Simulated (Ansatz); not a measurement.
Starting cell, Ge (diamond):

```yaml
crystal:
  lattice:
    - [0.00000, 5.67269, 5.67269]
    - [2.83635, 0.00000, 2.83635]
    - [2.83635, 2.83635, 0.00000]
  atoms:
    - { symbol: Ge, position: [0.25000, 0.50000, 0.50000] }
    - { symbol: Ge, position: [0.75000, 0.50000, 0.50000] }
    - { symbol: Ge, position: [0.37500, 0.75000, 0.75000] }
    - { symbol: Ge, position: [0.87500, 0.75000, 0.75000] }
```

A phonon eigenvector at L = (0.5, 0.0, 0.0) is frozen into this cell: atom i moves by Q times the vector below, so Q is the largest atomic displacement, in Å. The cell is held. It is one choice among 2 degenerate patterns. (q is in reciprocal vectors of the primitive cell; the cell shown is doubled to hold the pattern.)

```
atom       x       y       z
----  ------  ------  ------
Ge1    0.285  -0.520   0.805
Ge2   -0.285   0.520  -0.805
Ge3   -0.285   0.520  -0.805
Ge4    0.285  -0.520   0.805
```

These are r2SCAN (plane waves to 500 eV, PAW, scalar-relativistic; Ansatz, an electronic-structure program) values and carry that method's errors. k mesh 5×10×10 (Γ-centred), Fermi-Dirac smearing 0.05 eV. E stands for the smeared free energy. As the smearing reaches across the gap at some points, energies and forces of such displacements shift with the k mesh and the smearing. Ge was relaxed with its symmetry unable to fall. The PAW data are Ansatz's earlier set. ΔE is measured from the undisplaced structure.

Task: Give the computed ΔE (eV/cell) and −dE/dQ from forces (eV/Å) at Q (Å) = -0.180, -0.150, -0.120, -0.090, -0.060, 0.030, 0.090, 0.150.

Result: 
```json
[
 {"Q (Å)": "-0.180", "ΔE (eV/cell)": "1.393", "−dE/dQ from forces (eV/Å)": "15.616"},
 {"Q (Å)": "-0.150", "ΔE (eV/cell)": "0.965", "−dE/dQ from forces (eV/Å)": "12.925"},
 {"Q (Å)": "-0.120", "ΔE (eV/cell)": "0.616", "−dE/dQ from forces (eV/Å)": "10.308"},
 {"Q (Å)": "-0.090", "ΔE (eV/cell)": "0.346", "−dE/dQ from forces (eV/Å)": "7.715"},
 {"Q (Å)": "-0.060", "ΔE (eV/cell)": "0.154", "−dE/dQ from forces (eV/Å)": "5.127"},
 {"Q (Å)": "0.030", "ΔE (eV/cell)": "0.038", "−dE/dQ from forces (eV/Å)": "-2.556"},
 {"Q (Å)": "0.090", "ΔE (eV/cell)": "0.346", "−dE/dQ from forces (eV/Å)": "-7.715"},
 {"Q (Å)": "0.150", "ΔE (eV/cell)": "0.965", "−dE/dQ from forces (eV/Å)": "-12.925"}
]
```

(For displaced atoms, the force is minus the slope of the energy, and its curvature is a force constant, which sets phonon frequencies.)
